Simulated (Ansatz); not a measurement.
LaYSi2Ni8: frames of a relaxation, 2 La, 2 Y on the 4 sites of La, cell and atoms relaxed

All numbers are calculated (PBEsol, no spin polarisation, no spin-orbit coupling; Ansatz, PAW set soft_2, 420 eV, k-mesh 4×4×4), not measured.

Positions in Å and forces in eV/Å; free energies count from the last frame, each frame in a plane-wave basis chosen at its own cell.

```
24
Lattice="5.078 0.000 -3.919 -5.078 0.000 -3.919 0.000 8.136 0.000" Properties=species:S:1:pos:R:3:forces:R:3 pbc="T T T" step=1 dE=0.172eV
Y    -2.530    4.094   -3.913    0.038   -0.150   -0.029
La   -0.014   -0.006   -3.876    0.037    0.108   -0.274
Y    -5.089   -0.031   -3.901    0.109    0.329   -0.012
La    2.592    4.066   -3.900   -0.397    0.130   -0.047
Ni    0.014    5.393   -3.924   -0.281   -0.286   -0.068
Ni    2.510    1.339   -3.919    0.308   -0.252    0.172
Ni   -2.518    1.303   -3.918   -0.424   -0.032   -0.353
Ni    0.028    5.372   -0.016    0.138   -0.094    0.219
Ni    5.107    2.784   -3.923    0.086   -0.224   -0.007
Ni   -2.523    6.844   -3.917   -0.330   -0.037    0.039
Ni    2.539    6.885   -3.915    0.063   -0.222   -0.277
Ni    0.024    2.793   -3.891   -0.219   -0.067   -0.383
Ni    1.252    6.082   -1.950    0.284    0.164    0.120
Ni   -1.260    2.059   -5.868   -0.102   -0.164   -0.039
Ni   -1.316    2.031   -1.978    0.543    0.238    0.245
Ni    1.246    6.099   -5.870    0.382    0.158   -0.344
Ni    1.239    2.004   -1.948    0.196    0.055    0.295
Ni   -1.278    6.102   -5.916    0.072   -0.026    0.295
Ni   -1.261    6.060   -1.962   -0.340    0.348    0.077
Ni    1.277    1.986   -5.904   -0.380    0.416   -0.050
Si   -0.016    4.065   -1.954    0.128   -0.074   -0.125
Si    2.513   -0.013   -1.964    0.158    0.274    0.173
Si   -2.528    0.033   -1.964   -0.150   -0.612    0.139
Si    0.009    4.066   -5.890    0.081    0.020    0.234
```

```
24
Lattice="5.081 0.000 -3.917 -5.081 0.000 -3.917 -0.001 8.137 0.000" Properties=species:S:1:pos:R:3:forces:R:3 pbc="T T T" step=4 dE=0.000eV
Y    -2.544    4.071   -3.917    0.003   -0.003    0.007
La   -0.001    0.000   -3.918   -0.001    0.006    0.008
Y    -5.076    0.004   -3.918   -0.004   -0.004    0.009
La    2.543    4.071   -3.915   -0.002   -0.002    0.001
Ni   -0.038    5.357   -3.914    0.006    0.022   -0.004
Ni    2.581    1.293   -3.916   -0.010    0.005    0.000
Ni   -2.575    1.301   -3.915    0.023   -0.004    0.000
Ni    0.035    5.371    0.002   -0.016   -0.010    0.005
Ni    5.118    2.771   -3.914   -0.017    0.012   -0.016
Ni   -2.579    6.841   -3.915    0.029    0.002    0.003
Ni    2.580    6.850   -3.916   -0.004   -0.013    0.004
Ni   -0.036    2.781   -3.915    0.001   -0.014    0.003
Ni    1.270    6.105   -1.948    0.004   -0.001   -0.007
Ni   -1.269    2.037   -5.873    0.000   -0.004    0.002
Ni   -1.267    2.034   -1.957   -0.012    0.006    0.000
Ni    1.272    6.102   -5.881   -0.009    0.010   -0.001
Ni    1.272    2.036   -1.949   -0.007    0.004    0.006
Ni   -1.269    6.105   -5.872   -0.005    0.000   -0.005
Ni   -1.270    6.105   -1.958   -0.003    0.002    0.003
Ni    1.272    2.037   -5.882    0.002   -0.005    0.002
Si   -0.001    4.070   -1.954    0.022   -0.005    0.002
Si    2.540    0.002   -1.957   -0.006   -0.004    0.011
Si   -2.540    0.002   -1.958   -0.003   -0.001   -0.015
Si    0.002    4.071   -5.874    0.008    0.000   -0.017
```

Caveats: a metal with Cr, Mn, Fe, Co or Ni was run without spin, and may be magnetic.
